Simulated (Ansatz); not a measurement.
**Thermal properties of MgCd₄S₃ from its phonons**

Level of theory: Ansatz, DFT PBE, scalar-relativistic, plane waves, PAW. Cutoff 420 eV, 12×12×2 k-points (Γ-centred), fixed occupations. No spin polarisation. Phonons by linear response, acoustic sum rule imposed.

Equilibrium structure at this level:
```xyz
8
Lattice="3.8448 0.0000 0.0000 -1.9224 3.3297 0.0000 0.0000 0.0000 14.6903" Properties=species:S:1:pos:R:3 pbc="T T T"
Mg    0.0000    0.0000    0.0000
Cd    1.9224    1.1099    5.7571
Cd    0.0000    2.2198    8.9332
Cd    1.9224    1.1099    3.0615
Cd    0.0000    2.2198   11.6288
S     0.0000    0.0000    7.3452
S     0.0000    2.2198    1.4575
S     1.9224    1.1099   13.2328
```

The structure comes from a proposed guess, relaxed at this level; another structure or a mixture of phases may lie lower. The q mesh is coarse, so values between its points are rough. The run warned that its linear response isn't converged on this k mesh, so dielectric tensors, Born charges and infrared intensities are rough, and the frequencies may be too. Modes under 40 cm⁻¹ are poorly fixed.

Force constants from linear response on a 2×2×1 q mesh, interpolated to a fine mesh.

Question: Give the zero-point energy per atom.

Answer: 24.8 meV.

Question: How large are the vibrational entropy and heat capacity at 300 K?

Answer: S = 4.94 k_B and C_V = 2.87 k_B per atom, 96 % of the Dulong–Petit value.

Question: Tabulate them against temperature.

Answer:
```csv
T (K),F_vib (meV/atom),S (k_B/atom),C_V (k_B/atom)
100,17.1,2.07,2.17
200,-8.8,3.80,2.73
300,-46.8,4.94,2.87
400,-93.1,5.78,2.93
500,-145.8,6.43,2.95
600,-203.6,6.97,2.97
700,-265.7,7.43,2.98
800,-331.5,7.83,2.98
900,-400.5,8.18,2.99
1000,-472.3,8.49,2.99
```
